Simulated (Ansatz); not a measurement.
## Notes on Mo

```
Mo
1.0
    -1.55920    1.55920    1.55920
     1.55920   -1.55920    1.55920
     1.55920    1.55920   -1.55920
Mo
1
Direct
  0.00000 0.00000 0.00000
```

Single point in Ansatz 0.2.0 with PBE, no spin polarisation. Cutoff 420 eV, PAW datasets, 15×15×15 Γ-centred k mesh, fermi-dirac filling (width 0.1 eV).

Problem. What do density and ELF say about some of the short contacts?

Solution. Mo–Mo at 2.70 Å: least valence density 0.39 e/Å³ and ELF 0.29 there. Both are smooth PAW fields, read partly inside the augmentation spheres.

Problem. Is the cell too large or too small?

Solution. The pressure is 11.7 GPa (compression positive), so with the atoms held at these fractions the cell would first expand.

Problem. Is there a gap?

Solution. It is a metal, with about 0.55 states/eV a cell as the mean within 0.25 eV of the Fermi level, mostly Mo d (87 %).

Origin: a database entry at a rescaled volume. Caveats: atoms or cell far from equilibrium.
